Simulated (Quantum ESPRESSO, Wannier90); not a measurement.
# Wannier functions of Hf (P6/mmm, model phase)

```
begin unit_cell_cart
ang
    4.9623300684    0.0000000000    0.0000000000
   -2.4811650342    4.2975039012    0.0000000000
    0.0000000000    0.0000000000    3.0862300000
end unit_cell_cart
begin atoms_frac
Hf  -0.3333333333  0.3333333333  0.5000000000
Hf   0.3333333333 -0.3333333333  0.5000000000
Hf   0.0000000000  0.0000000000  0.0000000000
end atoms_frac
```

Cell from Materials Project (mp-1009460), symmetrised, no further relaxation. This isn't the element's usual structure (hcp); take it as a model of another phase. Method: LDA plane waves in Quantum ESPRESSO 7.5 (PseudoDojo norm-conserving files, 47 Ry, no spin polarisation, no spin-orbit coupling), Bloch states on a 6×6×8 mesh through Γ, Wannier90 4.0.1. Density: 12×12×14 mesh, cold smearing 0.01 Ry. Spin-orbit coupling is left out although heavy elements are present.

A tight-binding model is made by disentanglement and projection with no localisation steps (num_iter = 0), so the 27 orbitals stay atom-like: hydrogen-like Hf: s;p;d, axes along x, y, z; frozen window up to 1.50 eV relative to the Fermi level. It follows pw.x to 4.0 meV rms for states up to 1.0 eV relative to the Fermi level. Matrix elements depend on this choice of orbitals and windows.

The 20 largest hoppings ⟨m,0|H|n,R⟩ between different sites (one of each Hermitian pair; signs follow the real orbitals' lobes; the list may end inside a set of equal values):

```
m                    n       R  distance of the centres (Å)  t (eV)
----------  ----------  ------  ---------------------------  ------
Hf2 py          Hf1 py   1 0 0                         3.15   2.818
Hf1 pz          Hf1 pz   0 0 1                         3.09   2.674
Hf2 pz          Hf2 pz   0 0 1                         3.09   2.674
Hf3 pz          Hf3 pz   0 0 1                         3.09   2.511
Hf2 s           Hf1 py   1 0 0                         3.01   2.121
Hf2 py           Hf1 s   1 0 0                         3.01  -2.121
Hf1 px          Hf2 px   0 1 0                         3.01   2.046
Hf2 px          Hf1 px  1 -1 0                         3.01   2.046
Hf3 pz         Hf3 dz2   0 0 1                         3.09  -2.021
Hf3 dz2         Hf3 pz   0 0 1                         3.09   2.021
Hf2 py      Hf1 dx2-y2   1 0 0                         3.02   1.958
Hf2 dx2-y2      Hf1 py   1 0 0                         3.02  -1.958
Hf1 dz2         Hf1 pz   0 0 1                         3.09   1.885
Hf1 pz         Hf1 dz2   0 0 1                         3.09  -1.885
Hf2 pz         Hf2 dz2   0 0 1                         3.09  -1.884
Hf2 dz2         Hf2 pz   0 0 1                         3.09   1.884
Hf1 s           Hf2 px   0 1 0                         2.94   1.837
Hf1 px           Hf2 s   0 1 0                         2.94  -1.837
Hf2 s           Hf1 px  1 -1 0                         2.94   1.837
Hf2 px           Hf1 s  1 -1 0                         2.94  -1.837
```
